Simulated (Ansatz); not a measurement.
CO in its lowest state found on the top face of a (111) slab of Rh (Fm-3m (No. 225)), 4 planes, outer planes Rh (top) and Rh (bottom); 1 a cell of 6.19 Å², its atoms last:

```yaml
crystal:
  lattice:
    - [2.67286, 0.00000, 0.00000]
    - [-1.33643, 2.31476, 0.00000]
    - [0.00000, 0.00000, 26.69714]
  atoms:
    - { symbol: Rh, position: [0.66667, 0.33333, 0.31839] }
    - { symbol: Rh, position: [0.33333, 0.66667, 0.40013] }
    - { symbol: Rh, position: [0.00000, 0.00000, 0.48064] }
    - { symbol: Rh, position: [0.66667, 0.33333, 0.56720] }
    - { symbol: C, position: [0.33333, 0.66667, 0.62030] }
    - { symbol: O, position: [0.33333, 0.66667, 0.66402] }
```

All numbers below come from DFT PBEsol, scalar-relativistic, plane waves, PAW (Ansatz). Plane waves to 420 eV, a k mesh through Γ of 12×12×1 on the computed 6-atom cell and Gaussian smearing (0.10 eV); no spin polarisation. A dipole correction removes the field between periodic images along c.

The clean top face has a work function of 5.28 eV. Adsorption changes the slab's dipole along +c by Δp = -0.0790 e·Å a cell (-0.38 D an adsorbate).

Problem. What change of work function does the Helmholtz equation give?

Solution. A sheet of dipoles makes a step in an electron's potential energy of −e·Δp/(ε0·A), and e/ε0 = 180.95 eV·Å for Δp in e·Å: −180.95 × (-0.0790)/6.19 = +2.31 eV. This is the change of φ(top) − φ(bottom). If the bottom face is unmoved, φ(top) becomes 7.59 eV.

Problem. How does that compare with the calculation?

Solution. φ(top) changes by +2.19 eV and φ(bottom) by -0.12 eV, so their difference changes by +2.31 eV. The slab is thin enough for the adsorbate to shift the Fermi level against the bottom face too.

Problem. What does the sign say about the electrons?

Solution. The change of dipole points into the surface (negative end outward), so the work function rises. The molecule's own dipole can set this sign. Δp also holds the adsorbate's own dipole and the moves of the surface atoms, so it isn't a charge transfer alone.